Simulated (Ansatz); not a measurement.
LiNbO3 (LiNbO3 type, space group R3c)

```
LiNbO3
1.0
    2.59491     1.49817     4.67185
   -2.59491     1.49817     4.67185
    0.00000    -2.99635     4.67185
Li Nb O
2 2 6
Cartesian
  0.00000   0.00000   9.84776
  0.00000   0.00000   2.83998
  0.00000   0.00000  13.78925
  0.00000   0.00000   6.78148
 -0.64213   1.45859   8.23753
  1.58424  -0.17319   8.23753
 -0.94211  -1.28540   8.23753
  1.01067   1.32498   5.90160
  0.64213  -1.53775   5.90160
 -1.65280   0.21278   5.90160
```

All values below come from PBE (plane waves to 420 eV, PAW, scalar-relativistic; Ansatz, a first-principles code). Harmonic phonons by density-functional perturbation theory on a 6×6×6 k mesh, in cm⁻¹; i marks imaginary ones, q is in fractions of the reciprocal vectors of the cell shown, and the three acoustic modes at Γ are left out. The non-analytic (LO-TO) term is not included, so polar modes at Γ have their transverse values. LiNbO3 is run without spin polarisation. LiNbO3 was relaxed with its symmetry unable to fall.

Problem. Is the structure dynamically stable at Γ?

Solution. No imaginary mode at these points (lowest 143 cm⁻¹ at Γ); other wave vectors were not tested.

Problem. Predict the phonon wavenumbers at Γ.

Solution. 
```tsv
q	wavenumbers (cm⁻¹)
Γ	143 (×2), 204, 218 (×2), 237, 252 (×2), 253, 281, 296 (×2), 322, 324 (×2), 335 (×2), 382, 408 (×2), 433, 558 (×2), 614, 649 (×2), 858
```
